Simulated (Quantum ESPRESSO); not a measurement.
Kohn-Sham bands of Rb₂Te (anti-fluorite)

```
Rb2Te
1.0
    0.00000     4.28111     4.28111
    4.28111     0.00000     4.28111
    4.28111     4.28111     0.00000
Rb Te
2 1
Cartesian
  2.14055   2.14055   2.14055
 -2.14055  -2.14055  -2.14055
  0.00000   0.00000   0.00000
```

Materials Project entry mp-441; symmetrised, unrelaxed at this level. Not found in the COD (Crystallography Open Database) copy used; not checked further. Computed values, not measurements, from PBEsol: Quantum ESPRESSO (norm-conserving PseudoDojo potentials, cutoff 64 Ry, spinors with spin-orbit coupling) on a Γ-centred 6×6×6 mesh, then Wannier90. Density: 6×6×6 mesh, cold smearing 0.01 Ry.

Energies are relative to the valence-band maximum; weights are on the orthonormalised atomic waves of the pseudopotential files, averaged over the group. 34 electrons a cell are treated as valence.

**Question.** Into which isolated groups do the bands fall, where do they lie and what are they made of?

**Answer.** 
```json
[
 {"bands": "1–4", "from (eV)": "-35.27", "to (eV)": "-35.27", "filling": "filled", "weight on atomic waves": "Te 4d 100 %"},
 {"bands": "5–10", "from (eV)": "-33.81", "to (eV)": "-33.80", "filling": "filled", "weight on atomic waves": "Te 4d 100 %"},
 {"bands": "11–14", "from (eV)": "-26.57", "to (eV)": "-26.53", "filling": "filled", "weight on atomic waves": "Rb 4s 98 %"},
 {"bands": "15–18", "from (eV)": "-11.35", "to (eV)": "-11.20", "filling": "filled", "weight on atomic waves": "Rb 4p 98 %"},
 {"bands": "19–26", "from (eV)": "-10.56", "to (eV)": "-10.27", "filling": "filled", "weight on atomic waves": "Rb 4p 98 %"},
 {"bands": "27–28", "from (eV)": "-8.73", "to (eV)": "-8.50", "filling": "filled", "weight on atomic waves": "Te 5s 86 %, Rb 5s 7 %, Rb 4p 7 %"},
 {"bands": "29–30", "from (eV)": "-1.07", "to (eV)": "-0.82", "filling": "filled", "weight on atomic waves": "Te 5p 83 %, Rb 5s 14 %"},
 {"bands": "31–34", "from (eV)": "-0.42", "to (eV)": "0.00", "filling": "filled", "weight on atomic waves": "Te 5p 89 %, Rb 5s 7 %"}
]
```

The Kohn-Sham gap over both meshes and the path is 1.64 eV.
